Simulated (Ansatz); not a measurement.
Cs2KYBr6:
```cif
data_Br6Cs2KY
_chemical_formula_sum 'K1 Cs2 Y1 Br6'
_space_group_name_H-M_alt 'P 1'
_space_group_IT_number 1
_cell_length_a 8.32252
_cell_length_b 8.32252
_cell_length_c 8.32252
_cell_angle_alpha 60.000
_cell_angle_beta 60.000
_cell_angle_gamma 60.000
loop_
_space_group_symop_operation_xyz
  'x, y, z'
loop_
_atom_site_label
_atom_site_type_symbol
_atom_site_fract_x
_atom_site_fract_y
_atom_site_fract_z
_atom_site_occupancy
K1 K 0.50000 0.50000 0.50000 1
Cs1 Cs 0.75000 0.75000 0.75000 1
Cs2 Cs 0.25000 0.25000 0.25000 1
Y1 Y 0.00000 0.00000 0.00000 1
Br1 Br 0.76393 0.23607 0.23607 1
Br2 Br 0.23607 0.76393 0.76393 1
Br3 Br 0.23607 0.76393 0.23607 1
Br4 Br 0.76393 0.23607 0.76393 1
Br5 Br 0.23607 0.23607 0.76393 1
Br6 Br 0.76393 0.76393 0.23607 1
```

Relaxed with r²SCAN. Independent-particle spectrum: no excitons, no local fields, no scissors shift; 0.1 eV broadening; ε₁ of the summed bands alone.

Q: Tabulate the dielectric function from r²SCAN in the plane-wave PAW code Ansatz.

A: 

```csv
E (eV),ε₁ xx,ε₂ xx
0.0,2.92,0.00
0.3,2.92,0.00
0.6,2.93,0.00
0.9,2.94,0.00
1.2,2.96,0.00
1.5,2.99,0.00
1.8,3.02,0.00
2.1,3.06,0.00
2.4,3.10,0.00
2.7,3.16,0.00
3.0,3.23,0.00
3.3,3.32,0.00
3.6,3.43,0.00
3.9,3.58,0.00
4.2,3.77,0.00
4.5,4.06,0.00
4.8,4.55,0.00
5.1,5.89,0.30
5.4,6.18,4.16
5.7,2.37,3.13
6.0,1.95,1.85
6.3,3.43,0.67
6.6,4.54,1.37
6.9,4.46,2.84
7.2,4.44,3.17
7.5,2.21,4.74
7.8,1.56,2.79
8.1,3.02,3.04
8.4,0.36,4.85
8.7,0.55,2.62
9.0,1.10,1.79
9.3,1.47,2.13
9.6,1.25,2.49
9.9,1.41,2.07
10.2,1.04,2.57
10.5,0.87,1.82
10.8,0.95,1.83
11.1,1.10,1.73
11.4,1.26,1.92
11.7,0.96,1.97
12.0,0.79,1.76
```

Q: From ε at 5.8 eV (xx: 2.37 + 2.60i), find n, k, the normal reflectivity and the absorption coefficient.

A: n = 1.72, k = 0.758, R = 14 %, α = 2kE/ħc = 450000 cm⁻¹.

With all bands, ε∞ without local fields is 2.96.

Space group Fm-3m. The first step of the workflow began from a Materials Project structure, measured or hypothetical; the Crystallography Open Database copy checked does not list it. Whether it is the stable phase at ambient conditions was not checked. The r²SCAN relaxation kept the symmetry of its start; whether a distortion lowers the energy is not shown. No spin polarisation was allowed. Spin–orbit coupling is left out wherever it is not named.

Potentials: the later of the program's two PAW sets.
